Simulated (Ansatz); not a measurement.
# La₄MgMo₂O₁₂: a ladder of calculations

Cell of run 1: a Materials Project structure (computed, not necessarily an observed phase), atoms as given.

```
La Mg Mo O
1.0
     5.64826    0.00000    0.00000
    -0.08965    5.93145    0.00000
    -0.31278   -0.15991    8.01247
La Mg Mo O
4 1 2 12
Direct
  0.49125 0.07052 0.26509
  0.04002 0.56467 0.25778
  0.50875 0.92948 0.73491
  0.95998 0.43533 0.74222
  0.00000 0.00000 0.00000
  0.50000 0.50000 0.00000
  0.00000 0.00000 0.50000
  0.10013 0.03723 0.75019
  0.16114 0.27838 0.45133
  0.21515 0.29771 0.06181
  0.29695 0.83090 0.45119
  0.30511 0.78388 0.06702
  0.37681 0.53189 0.77716
  0.89987 0.96276 0.24981
  0.83886 0.72162 0.54866
  0.78485 0.70229 0.93819
  0.62319 0.46811 0.22284
  0.69489 0.21612 0.93298
  0.70305 0.16910 0.54881
```

Atoms are numbered from 1 in the order listed; like atoms form one site, named after its first atom.

All runs are DFT with Ansatz 0.2.0 (plane waves and PAW, scalar-relativistic unless spin–orbit coupling is named, Γ-centred meshes, Fermi–Dirac smearing where given) in this cell. Start moments of run 1 as typed (μB): 1 on each Mo, none on the rest. Antiparallel start moments (μB): 0 0 0 0 0 -1 1 0 0 0 0 0 0 0 0 0 0 0 0 by atom.

Run 1: PBE, parallel start moments, atoms as given; 420 eV, 4×4×3 k-points, smearing 0.02 eV.
Run 2: r2SCAN, parallel start moments, atoms as given; 500 eV, 4×4×3 k-points, smearing 0.02 eV.
Run 3: PBE, antiparallel start moments, atoms as given; 420 eV, 4×4×3 k-points, smearing 0.02 eV.

```csv
run,La1 V_zz (η),Mo6 V_zz (η),Mo7 V_zz (η),O8 V_zz (η),O11 V_zz (η),absolute moment (μB)
1,-9.24 (0.81),-5.17 (0.31),-7.55 (0.84),3.57 (0.16),1.19 (0.62),2.2
2,?,?,?,?,?,?
3,-9.24 (0.81),-5.17 (0.31),-7.55 (0.84),3.57 (0.16),1.19 (0.62),2.2
```

V_zz in 10²¹ V/m²; 5 of the 11 sets of like atoms are followed.

Question: Estimate the row of run 2.

Answer: La1: -9.54 (0.80); Mo6: -4.72 (0.42); Mo7: -7.40 (0.79); O8: 3.74 (0.28); O11: 1.53 (0.76); absolute moment (μB): 2.4. It lies nearest to run 1, from whose tensors on these sites it differs by 0.87 at most (largest principal value of the difference, on Mo7). Taken one at a time, the functional (r2SCAN with its higher cutoff) moves the tensors on these sites by up to 0.87 (largest principal value of the change, on Mo7), the magnetic start by 0.00.

Without spin–orbit coupling (the program notes it for La and Mo) the gradients can shift somewhat, as the gap is small. The magnetic order is the one that the run reached from its start moments, not necessarily the measured one. For run 2: All moments are parallel here, as the start or the cell imposes; many such compounds order antiparallel, where fields and spin densities carried over to other atoms largely cancel. In runs 1, 2 the program didn't check the stability of the electronic state in full, so a lower one may lie near. In runs 1, 3 the gap is small for the k-mesh or the smearing, and small gradients can still move by 0.1 × 10²¹ V/m² or more. In runs 1, 2, 3 the atoms aren't at the calculated equilibrium (largest force 0.72, 1.1, 0.72 eV/Å). The cell isn't the equilibrium one in run 2 (calculated pressure -5 GPa), and the entry's cell may itself be off.
